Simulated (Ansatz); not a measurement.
The relaxed structure here is a generated cell of SnO: the first start was made by placing the elements on the sites of a structure type, and the end was not matched to a known phase here, so it may be hypothetical. Known forms of SnO include space group No. 129.

One stationary structure of SnO. Space group I2₁3 (No. 199). Method: PBE (plane waves to 420 eV, PAW, scalar-relativistic; Ansatz, a quantum-chemistry and plane-wave program).

```cif
data_O8Sn8
_chemical_formula_sum 'O8 Sn8'
_space_group_name_H-M_alt 'I213'
_space_group_IT_number 199
_space_group_name_Hall 'I 2b 2c 3'
_cell_length_a 6.47408
_cell_length_b 6.47408
_cell_length_c 6.47408
_cell_angle_alpha 90.000
_cell_angle_beta 90.000
_cell_angle_gamma 90.000
loop_
_atom_site_label
_atom_site_type_symbol
_atom_site_symmetry_multiplicity
_atom_site_Wyckoff_symbol
_atom_site_fract_x
_atom_site_fract_y
_atom_site_fract_z
_atom_site_occupancy
O1 O 8 a 0.45483 0.45483 0.45483 1
Sn1 Sn 8 a 0.26185 0.26185 0.26185 1
```
(The calculation used a cell of 8 atoms; values per cell refer to that cell.)

Volume per atom: 16.96 Å³
Density: 6.59 g/cm³
Band gap: 0.38 eV, indirect (valence top at 57 % of the way from P to H, conduction bottom at k = (0.4286, 0.4286, -0.4286)) (no spin-orbit coupling)
Smallest direct gap: 0.59 eV at 20 % of the way from H to N
Shortest distances: O–Sn 2.16 Å; O–O 2.72 Å; Sn–Sn 3.09 Å
k-mesh: 7×7×7

Band energies at high-symmetry points (eV from the VBM; labels of this space group; no spin-orbit coupling), from −5 eV up to 2.3 eV:

```tsv
point	energies
Γ	-4.54 -4.54 -4.06 -3.25 -3.25 -3.25 -1.24 -1.24 -1.24 -0.71 -0.71 -0.71
H	-2.74 -2.74 -2.74 -2.68 -1.98 -1.98 -1.98 -0.89 -0.89 -0.68 -0.68 -0.68 -0.53 0.74 0.74 0.74
N	-3.76 -3.38 -3.23 -2.87 -2.24 -1.82 -1.38 -1.32 -0.96 -0.49 -0.33 -0.18 2.28
P	-3.48 -3.48 -2.96 -2.96 -2.09 -2.09 -1.59 -1.59 -0.72 -0.72 -0.15 -0.15
```

No spin polarisation in the result.

The run could not lose the symmetry of its start, so the end can be a saddle point.
